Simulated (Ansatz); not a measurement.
Ti3C2O2:
```cif
data_C2O2Ti3
_chemical_formula_sum 'O2 Ti3 C2'
_space_group_name_H-M_alt 'P-3m1'
_space_group_IT_number 164
_space_group_name_Hall '-P 3 2"'
_cell_length_a 3.00543
_cell_length_b 3.00543
_cell_length_c 10.66487
_cell_angle_alpha 90.000
_cell_angle_beta 90.000
_cell_angle_gamma 120.000
loop_
_atom_site_label
_atom_site_type_symbol
_atom_site_symmetry_multiplicity
_atom_site_Wyckoff_symbol
_atom_site_fract_x
_atom_site_fract_y
_atom_site_fract_z
_atom_site_occupancy
O1 O 2 c 0.00000 0.00000 0.32384 1
Ti1 Ti 2 d 0.66667 0.33333 0.23920 1
C1 C 2 d 0.33333 0.66667 0.11688 1
Ti2 Ti 1 a 0.00000 0.00000 0.00000 1
```

Relaxed at zero pressure with PBEsol (plane waves, PAW; program Ansatz).

### Question
The volume is lowered by 9 % and shape and atoms relax at that volume. What pressure results, and how do the axes share the change?

### Answer
2.5 GPa; a -0.4 %, b -0.4 %, c -8.3 %; the energy rises by 5 meV/atom.

### Question
Give the new structure.

### Answer

Space group P-3m1 (No. 164); a = 2.994 Å, b = 2.994 Å, c = 9.779 Å, α = 90.00°, β = 90.00°, γ = 120.00°

| atom | site | symmetry | x | y | z |
|---|---|---|---|---|---|
| O | 2c | 3m. | 0.0000 | 0.0000 | 0.3526 |
| Ti | 2d | 3m. | 0.6667 | 0.3333 | 0.2600 |
| C | 2d | 3m. | 0.3333 | 0.6667 | 0.1271 |
| Ti | 1a | -3m. | 0.0000 | 0.0000 | 0.0000 |

The phase is kept; no other phase was compared at this pressure.

The start of the workflow was typed in or built on a structure type; neither database checked (COD, Materials Project) lists it. Its standing as an ambient phase is unchecked. Symmetry was held in the PBEsol relaxation; of distortions, only those at the zone centre were tested. The workflow began spin-polarised and lost its moments. A crystal of weakly bound layers computed without a dispersion correction: the cell and the soft elastic constants depend strongly on that.

Potentials: the later of the program's two PAW sets.
